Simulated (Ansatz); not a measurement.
The cell below belongs to a search over invented structures; it isn't taken from experiment.

Input and command of a plane-wave DFT calculation in Ansatz:

```yaml
crystal:
  lattice:
    - [3.5465386729, 0.0, 0.0]
    - [-1.7732693364, 3.0713925862, 0.0]
    - [0.0, 0.0, 7.1828355627]
  atoms:
    - { symbol: Nd, position: [0.6666666667, 0.3333333333, 0.5] }
    - { symbol: Zr, position: [0.6666666667, 0.3333333333, 0.0] }
    - { symbol: S, position: [0.3333333333, 0.6666666667, 0.2237334811] }
    - { symbol: S, position: [0.3333333333, 0.6666666667, 0.7762665189] }
basis:
  ecutwfc: 660
kpoints:
  mp_grid: { grid: [12, 12, 6] }
hamiltonian:
  xc: pbe
  pseudopotentials:
    kind: paw
    azcp: { Nd: "pseudopotentials/pbe/nc/lanthanide_3plus/Nd.nc.azcp" }
scf:
  occupations: { method: gaussian, width: 0.1 }
output:
  forces: true
  stress: true
  eigenvalues: true
relax:
  adjacent_minimum: "off"
  f_tol: 0.01
  max_steps: 30
  cell: { stress_tol: 0.1, fix: [volume] }
```

```bash
ansatz run input.yaml --threads 1 --pin off --max-ram 2816MiB --backend cpu --events-out ev --progress --plain --runs-dir out
```

Processor: Arm Neoverse V1, 1 thread, on a host shared with other jobs.

Question: Estimate time, memory and problem size.

Answer: About 110 s, peak memory 0.49 GiB. It solves 22 bands at 76 k points (after reduction by symmetry) with about 3013 plane waves, in 23 SCF iterations over 4 ionic steps.

With its 4f electrons in the core of a norm-conserving potential, the lanthanide is trivalent by construction, without f bands, f moments or other valences.
